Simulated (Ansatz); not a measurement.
LiH3O2:
```xyz
12
Lattice="1.2220 0.9460 -5.2674 1.2198 -5.3502 0.0000 -3.1414 0.0000 0.0000" Properties=species:S:1:pos:R:3 pbc="T T T"
Li     1.8308    -3.9175    -3.4363
Li    -2.5304    -0.4867    -1.8310
H      0.4369    -2.0624    -3.9809
H     -1.1365    -2.3418    -1.2865
H      0.0847    -3.0535    -5.1671
H     -0.7843    -1.3508    -0.1003
H     -1.3692    -0.5778    -3.8892
H      0.6695    -3.8264    -1.3782
O      0.2602    -3.0312    -4.1784
O     -0.9599    -1.3730    -1.0890
O      0.8194    -0.4761    -3.7681
O     -1.5190    -3.9281    -1.4992
```

Relaxed with r²SCAN+D4. Independent-particle spectrum: no excitons, no local fields, no scissors shift; 0.1 eV broadening; ε₁ of the summed bands alone.

Task: Tabulate the dielectric function from the program Ansatz at the r²SCAN+D4 level (PAW).

Result: 

| E (eV) | ε₁ xx | ε₂ xx | ε₁ yy | ε₂ yy | ε₁ zz | ε₂ zz |
|---|---|---|---|---|---|---|
| 0.0 | 2.09 | 0.00 | 2.19 | 0.00 | 2.20 | 0.00 |
| 0.3 | 2.09 | 0.00 | 2.19 | 0.00 | 2.20 | 0.00 |
| 0.6 | 2.09 | 0.00 | 2.19 | 0.00 | 2.20 | 0.00 |
| 0.9 | 2.10 | 0.00 | 2.19 | 0.00 | 2.21 | 0.00 |
| 1.2 | 2.10 | 0.00 | 2.20 | 0.00 | 2.21 | 0.00 |
| 1.5 | 2.11 | 0.00 | 2.21 | 0.00 | 2.22 | 0.00 |
| 1.8 | 2.11 | 0.00 | 2.21 | 0.00 | 2.23 | 0.00 |
| 2.1 | 2.12 | 0.00 | 2.23 | 0.00 | 2.24 | 0.00 |
| 2.4 | 2.13 | 0.00 | 2.24 | 0.00 | 2.25 | 0.00 |
| 2.7 | 2.15 | 0.00 | 2.26 | 0.00 | 2.27 | 0.00 |
| 3.0 | 2.16 | 0.00 | 2.27 | 0.00 | 2.29 | 0.00 |
| 3.3 | 2.18 | 0.00 | 2.30 | 0.00 | 2.31 | 0.00 |
| 3.6 | 2.19 | 0.00 | 2.32 | 0.00 | 2.34 | 0.00 |
| 3.9 | 2.22 | 0.00 | 2.35 | 0.00 | 2.37 | 0.00 |
| 4.2 | 2.24 | 0.00 | 2.39 | 0.00 | 2.40 | 0.00 |
| 4.5 | 2.27 | 0.00 | 2.43 | 0.00 | 2.44 | 0.00 |
| 4.8 | 2.30 | 0.00 | 2.48 | 0.00 | 2.50 | 0.00 |
| 5.1 | 2.34 | 0.00 | 2.55 | 0.00 | 2.57 | 0.00 |
| 5.4 | 2.39 | 0.00 | 2.65 | 0.00 | 2.66 | 0.00 |
| 5.7 | 2.46 | 0.01 | 2.84 | 0.03 | 2.87 | 0.05 |
| 6.0 | 2.51 | 0.04 | 2.94 | 0.31 | 2.94 | 0.32 |
| 6.3 | 2.58 | 0.06 | 2.88 | 0.45 | 2.88 | 0.43 |
| 6.6 | 2.70 | 0.13 | 2.86 | 0.54 | 2.87 | 0.53 |
| 6.9 | 2.72 | 0.22 | 2.83 | 0.62 | 2.85 | 0.61 |
| 7.2 | 2.76 | 0.28 | 2.84 | 0.70 | 2.86 | 0.70 |
| 7.5 | 2.82 | 0.36 | 2.82 | 0.86 | 2.83 | 0.87 |
| 7.8 | 2.85 | 0.49 | 2.68 | 0.91 | 2.67 | 0.92 |
| 8.1 | 2.76 | 0.51 | 2.67 | 0.90 | 2.65 | 0.91 |
| 8.4 | 2.81 | 0.41 | 2.69 | 0.96 | 2.65 | 0.93 |
| 8.7 | 3.15 | 0.42 | 2.67 | 1.06 | 2.65 | 0.98 |
| 9.0 | 3.29 | 0.74 | 2.60 | 1.12 | 2.63 | 1.03 |
| 9.3 | 3.31 | 0.93 | 2.55 | 1.23 | 2.63 | 1.13 |
| 9.6 | 3.51 | 1.18 | 2.41 | 1.35 | 2.57 | 1.30 |
| 9.9 | 3.35 | 1.59 | 2.26 | 1.18 | 2.40 | 1.22 |
| 10.2 | 3.26 | 2.02 | 2.39 | 1.27 | 2.46 | 1.35 |
| 10.5 | 2.80 | 2.21 | 2.12 | 1.20 | 2.16 | 1.24 |
| 10.8 | 2.60 | 2.43 | 2.30 | 1.08 | 2.31 | 1.10 |
| 11.1 | 2.20 | 2.34 | 2.42 | 1.17 | 2.44 | 1.16 |
| 11.4 | 1.94 | 2.60 | 2.16 | 1.15 | 2.27 | 1.12 |
| 11.7 | 1.41 | 2.42 | 2.44 | 1.05 | 2.52 | 1.08 |
| 12.0 | 1.30 | 1.75 | 2.68 | 1.18 | 2.78 | 1.22 |

Task: From ε at 7.7 eV (xx: 2.85 + 0.44i), find n, k, the normal reflectivity and the absorption coefficient.

Result: n = 1.69, k = 0.130, R = 7 %, α = 2kE/ħc = 100000 cm⁻¹.

With all bands, ε∞ without local fields is 2.24 (xx), 2.33 (yy), 2.34 (zz).

Space group C2/m. The first step of the workflow began from a Materials Project structure, measured or hypothetical; the Crystallography Open Database files this formula in space group No. 12, but the cells were not matched. Its standing as an ambient phase is unchecked. Symmetry was held in the r²SCAN+D4 relaxation; its stability against distortions is not shown here.

Potentials: the later of the program's two PAW sets.
